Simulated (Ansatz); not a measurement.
Pd, first-principles data

Pd:
```cif
data_Pd
_chemical_formula_sum 'Pd1'
_space_group_name_H-M_alt 'P 1'
_space_group_IT_number 1
_cell_length_a 2.56536
_cell_length_b 2.56536
_cell_length_c 2.56536
_cell_angle_alpha 90.000
_cell_angle_beta 90.000
_cell_angle_gamma 90.000
loop_
_space_group_symop_operation_xyz
  'x, y, z'
loop_
_atom_site_label
_atom_site_type_symbol
_atom_site_fract_x
_atom_site_fract_y
_atom_site_fract_z
_atom_site_occupancy
Pd1 Pd 0.00000 0.00000 0.00000 1
```

Space group Pm-3m (No. 221), simple cubic; conventional cell a = b = c = 2.565 Å, α = β = γ = 90.00°.

Method: plane-wave PAW PBEsol (Ansatz code). Structure relaxed to zero pressure with the same functional. Other levels are named where they apply.

### Cell and energy

| Quantity | Value |
|---|---|
| Volume per atom | 16.88 Å³ |
| Density | 10.47 g/cm³ |

### Electronic structure

| Property | Result |
|---|---|
| Electronic character | metallic (no gap) |
| Density of states at the Fermi level | 1.6 states/eV per atom (mean over ±0.08 eV) |
| Gap with spin–orbit coupling | none (metallic) |

### Mechanics

| Item | Value |
|---|---|
| Bulk modulus (Birch–Murnaghan fit) | 1480 kbar |
| Pressure derivative B′ | 5.2 |
| Elastic constants (relaxed ions, GPa) | C11 = 363, C12 = 41.7, C44 = -17.5 |
| Mechanical stability | unstable (C has a negative eigenvalue) |

The cell is a constructed one: a structure type filled with these elements; neither database checked (COD, Materials Project) lists it. It is not the phase usual at ambient conditions (space group No. 225). Symmetry was held in the PBEsol relaxation. No spin polarisation was allowed. As this level gives no gap, shear constants depend on the k-mesh and smearing (Fermi–Dirac, 0.1 eV here). Spin–orbit coupling is left out wherever it is not named.

Potentials: the earlier of the program's two PAW sets. The files were generated under PBE; for other functionals the program regenerates the frozen cores, and for LDA and PBEsol the local potential too.
